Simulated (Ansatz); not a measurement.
Values for one crystal, relaxed and computed with r²SCAN in the plane-wave PAW code Ansatz; other levels are named.

| Property | Value |
|---|---|
| Volume per atom | 18.14 Å³ |
| Electronic character | metallic (no gap) |
| Density of states at the Fermi level | 0.55 states/eV per atom (mean over ±0.08 eV) |
| Formation energy from the elements (no fitted shifts) | -0.59 eV/atom |

**Question.** Which of these materials gives this?
A. CaPt5, P6/mmm (Ca on 1a, Pt on 2c, Pt on 3g)
B. Tl2Pd, I4/mcm (Tl on 8h, Pd on 4a)
C. ZnAu, CsCl type
D. Ta3Ru, Fm-3m (Ta on 8c, Ta on 4b, Ru on 4a)

**Answer.** A, CaPt5, P6/mmm (Ca on 1a, Pt on 2c, Pt on 3g)

The first step of the workflow began from a Materials Project structure, measured or hypothetical; the Crystallography Open Database copy checked does not list it. Whether it is the stable phase at ambient conditions was not checked. Symmetry was held in the r²SCAN relaxation; whether a distortion lowers the energy is not shown. The run is not spin-polarised. The references are the lowest solids computed at this level, not always the standard phases. Scalar-relativistic: spin–orbit coupling is off unless named, which matters more the heavier the elements.

Potentials: the later of the program's two PAW sets.
